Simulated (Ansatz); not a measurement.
Al3SiCN3 in space group P3m1 (No. 156; Pearson symbol hP8), the program Ansatz at the PBE level (PAW). The conduction-band minimum lies at Γ, with 1 equivalent valley. Second derivatives d²E/dk² of the lowest band at one valley (eV·Å²), along Cartesian directions:

| direction | d²E/dk² |
|---|---|
| [100] | 31.08 |
| [010] | 31.07 |
| [001] | 16.50 |
| [110] | 31.08 |
| [101] | 23.79 |
| [011] | 23.79 |

**Question.** Find the principal effective masses, the density-of-states mass and the conductivity mass.

**Answer.** Off-diagonal terms follow from H_xy = H[110] − (H_xx + H_yy)/2, and m*/mₑ = 7.620 eV·Å² over each eigenvalue: 0.25, 0.25, 0.46. One valley's DOS mass (m₁m₂m₃)^(1/3) = 0.30, conductivity mass 3/(Σ 1/mᵢ) = 0.29 mₑ.

**Question.** What effective density of states Nc follows at 300 K for parabolic valleys?

**Answer.** Nc = 2.509e19 × 1 × (0.30)^(3/2) ≈ 4.1e18 cm⁻³.

The start of the workflow was typed in or built on a structure type; neither database checked (COD, Materials Project) lists it. Its standing as an ambient phase is unchecked. The PBE relaxation kept the symmetry of its start; whether a distortion lowers the energy is not shown.

Potentials: the earlier of the program's two PAW sets.

Edges and masses are those of Kohn–Sham bands, whose gap is no quasiparticle gap.
